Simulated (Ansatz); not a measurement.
Sr: strain energy, fitted

Sr, P6_3/mmc, a = 4.195 Å, c = 6.879 Å. This isn't the element's structure at ambient conditions. Ansatz: PBEsol, PAW, 420 eV, Γ-centred 12×12×8 mesh on 2 atoms, Gaussian smearing 0.10 eV; no spin polarisation. Series: equal strain along all axes, cell held, atoms fixed by symmetry; x is the strain in per cent. y is the free energy over the unstrained cell, V0 = 52.404 Å³/atom.

| x (%) | y (meV/atom) |
| --- | --- |
| -3.0 | 16.66 |
| -2.0 | 7.21 |
| -1.0 | 1.73 |
| 0.0 | 0.00 |
| 1.0 | 1.80 |
| 2.0 | ? |
| 3.0 | 15.20 |

Task: Fit y = c2 x² + c3 x³ to the other rows, turn c2 into a modulus, and predict the missing energy.

Result: Least squares on the rows shown. y = 1.7681 x² − 0.026542 x³. In eV per unit strain² c2 is 17.68; the stiffness is B for this strain (E = 9/2 B V0 ε², shape held): 2 × 17.68 × 160.2 / (9 × 52.404) = 12.0 GPa. The unstrained cell keeps some stress along the strain, worth a slope of 0.07 meV/atom per %, which the form leaves out. At x = 2.0 the fit asked for gives 6.86 meV/atom. The run gave 6.92 meV/atom, so the fit is 0.06 meV/atom too low, within twice the rms miss on the fitted rows (0.05 meV/atom).